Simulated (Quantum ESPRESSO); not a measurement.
**Band energies of Sr2H3I**

```
Sr2H3I
1.0
    4.24273     0.00000     0.00000
   -2.12137     3.67431     0.00000
    0.00000     0.00000     7.68275
H Sr I
3 2 1
Cartesian
  0.00000   0.00000   3.84138
  2.12137   1.22477   2.74466
  0.00000   2.44954   4.93809
  2.12137   1.22477   5.21398
  0.00000   2.44954   2.46877
  0.00000   0.00000   0.00000
```

norm-conserving PBEsol (Quantum ESPRESSO, 72 Ry, scalar-relativistic); path ΓMKΓALHA,LM,KH; energies in eV from the valence-band maximum.

| k (1/Å) | point | band 11 | band 12 | band 13 | band 14 | band 15 | band 16 | band 17 | band 18 |
|---|---|---|---|---|---|---|---|---|---|
| 0.00 | Γ | -4.78 | -2.48 | -2.45 | -2.45 | -0.11 | 2.68 | 2.78 | 2.78 |
| 0.43 |  | -4.32 | -3.52 | -2.74 | -2.69 | -1.38 | 3.02 | 3.04 | 3.07 |
| 0.85 | M | -3.90 | -3.00 | -2.99 | -2.73 | -2.73 | 2.41 | 3.13 | 3.30 |
| 1.10 |  | -3.84 | -3.55 | -2.90 | -2.70 | -2.60 | 2.06 | 2.72 | 3.12 |
| 1.35 | K | -4.27 | -3.79 | -2.77 | -2.63 | -2.63 | 1.99 | 1.99 | 3.21 |
| 1.55 |  | -3.85 | -3.77 | -3.07 | -2.64 | -2.40 | 2.00 | 2.48 | 3.12 |
| 2.14 |  | -4.66 | -2.81 | -2.54 | -2.53 | -0.49 | 2.77 | 2.88 | 3.00 |
| 2.34 | Γ | -4.78 | -2.48 | -2.45 | -2.45 | -0.11 | 2.68 | 2.78 | 2.78 |
| 2.74 | A | -3.39 | -3.11 | -2.46 | -2.46 | 0.00 | 2.45 | 2.56 | 2.56 |
| 3.09 |  | -3.61 | -3.17 | -2.89 | -2.66 | -1.17 | 2.15 | 2.93 | 2.97 |
| 3.60 | L | -3.95 | -3.18 | -2.99 | -2.88 | -2.44 | 2.00 | 2.47 | 2.95 |
| 3.93 |  | -3.89 | -3.75 | -2.98 | -2.82 | -2.52 | 2.66 | 2.87 | 2.92 |
| 4.09 | H | -4.20 | -3.87 | -2.82 | -2.82 | -2.63 | 2.90 | 2.94 | 2.94 |
| 4.38 |  | -4.16 | -3.53 | -3.17 | -2.69 | -2.30 | 2.11 | 3.14 | 3.14 |
| 4.80 |  | -3.44 | -3.16 | -2.88 | -2.63 | -0.90 | 2.23 | 2.95 | 3.25 |
| 5.08 | A | -3.39 | -3.11 | -2.46 | -2.46 | 0.00 | 2.45 | 2.56 | 2.56 |
| 5.08 | L | -3.95 | -3.18 | -2.99 | -2.88 | -2.44 | 2.00 | 2.47 | 2.95 |
| 5.49 | M | -3.90 | -3.00 | -2.99 | -2.73 | -2.73 | 2.41 | 3.13 | 3.30 |
| 5.49 | K | -4.27 | -3.79 | -2.77 | -2.63 | -2.63 | 1.99 | 1.99 | 3.21 |
| 5.90 | H | -4.20 | -3.87 | -2.82 | -2.82 | -2.63 | 2.90 | 2.94 | 2.94 |

The PBEsol gap is indirect, 1.89 eV, from A to 43 % of the way from H to A; the smallest direct gap is 2.45 eV.

Spin-orbit coupling is left out, which matters for elements this heavy: edges can move by tenths of an eV.

Geometry of the Materials Project entry, not relaxed at this level.

The structure is a Materials Project entry; no match was found in the copy of COD used, and its stability was not checked.
